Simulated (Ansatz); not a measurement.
Notes on Mn2CuS2

```
Cu Mn S
1.0
     0.00000    3.57631    0.00000
     3.57631    0.00000    0.00000
     1.78816    1.78816   -6.33394
Cu Mn S
1 2 2
Direct
  0.00000 0.00000 0.00000
  0.75000 0.25000 0.50000
  0.25000 0.75000 0.50000
  0.36000 0.36000 0.28000
  0.64000 0.64000 0.72000
```

Single point in Ansatz 0.2.0 with PBE, non-collinear spin. Cutoff 420 eV, PAW datasets, 5×5×5 Γ-centred k mesh, fermi-dirac filling (width 0.0167 eV).

Magnetic state (reached from a saved solution, and it need not be the lowest): Mn2 along (-0.45, 0.89, 0.00), Mn3 along (-0.45, -0.89, 0.00).

(1) Metal or insulator?

(2) What does the stress say?

(3) How large are the moments?

(4) Which element gives electrons and which takes them?

Origin: a known structure type with other elements, at an estimated volume, so it need not be a known compound. Caveats: semilocal functionals often miss the gap of such magnets; the k mesh is coarse if the cell is a metal.

## Answers

(1) It is a metal, with about 4.1 states/eV a cell as the mean within 0.25 eV of the Fermi level, mostly Mn d (65 %) and Cu s (16 %).

(2) The pressure is 1.6 GPa (compression positive), so with the atoms held at these fractions the cell would first expand. The principal stresses -0.8, 2.7, 2.7 GPa differ, so its shape would change too.

(3) Mn2 2.38, Mn3 2.38 μB of spin moment in Bader basins; net size 2.17 μB a cell.

(4) Bader charges in e: Mn +0.70, Cu +0.41, S -0.91. In the mean Mn gives up most and S takes most.
